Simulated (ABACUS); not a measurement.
Set-up for a self-consistent single point of SrTiO₃ (Pm-3m, 5 atoms in the cell; from Materials Project mp-5229, changed as shown).

```
SrTiO3
1.0
    3.81834     0.00000     0.00000
    0.00000     3.81834     0.00000
    0.00000     0.00000     3.81834
Sr Ti O
1 1 3
Direct
  0.00000   0.00000   0.00000
  0.50000   0.50000   0.50000
  0.50000   0.00000   0.50000
  0.00000   0.50000   0.50000
  0.50000   0.50000   0.00000
```

Method: LDA (PW92), numerical atomic orbitals DZP (confined pseudo-atomic orbitals with Gaussian additions; energy shift 0.003 Ry), PseudoDojo 0.4 standard norm-conserving LDA (tails mended) pseudopotentials (ABACUS).

ABACUS settings:

basis: DZP numerical atomic orbitals, energy shift 0.003 Ry
KPT: Gamma 6 6 6 0 0 0
basis_type: lcao
dft_functional: PWLDA
ecutwfc: 100 Ry
smearing_method: fd
smearing_sigma: 0.000734986 Ry
potentials: PseudoDojo 0.4 standard norm-conserving LDA (tails mended)
symmetry: 1
symmetry_prec: 1e-05
ks_solver: genelpa
scf_nmax: 100
scf_thr: 1.0e-07
mixing_type: broyden
mixing_beta: 0.7

Results:

* **Number of valence electrons**: 40
* **Number of bands**: 30
* **Number of k-points after the program's reduction**: 20
* **Size of the basis**: 79
* **Number of SCF iterations**: 11
* **Free energy E − TS**: -3904.5796 eV
* **Top of the valence band (on the code's own zero)**: 10.72 eV
* **Gap on the k-point mesh**: 1.83 eV
* **Pressure**: 6.84 GPa

Stress (GPa, positive for compression):
```
6.84  0.00  0.00
0.00  6.84  0.00
0.00  0.00  6.84
```

The gap is read on the k-point mesh of the run and can differ from the gap over the whole zone at this level.

For comparison: a first run was changed to give this one (lattice scaled by 0.98), and from it to this one the free energy goes up by 1.4 meV/atom, the pressure goes from -5.62 to 6.84 GPa and the gap on the mesh goes from 1.732 to 1.831 eV.

The atom-centred basis is finite, which shifts total energies, pressures and gaps against plane waves. The structure comes from a collection of computed structures, made at another level of theory; the collection holds predicted forms beside known ones. Its lattice was then scaled.

Cost on one core: around 30 core-seconds (rough).

The atomic orbitals were generated for these runs; they are not ABACUS's published sets and were checked against plane waves on a few crystals only.

“Tails mended”: in these copies of the files the far tail of each local potential was reset to the Coulomb form.
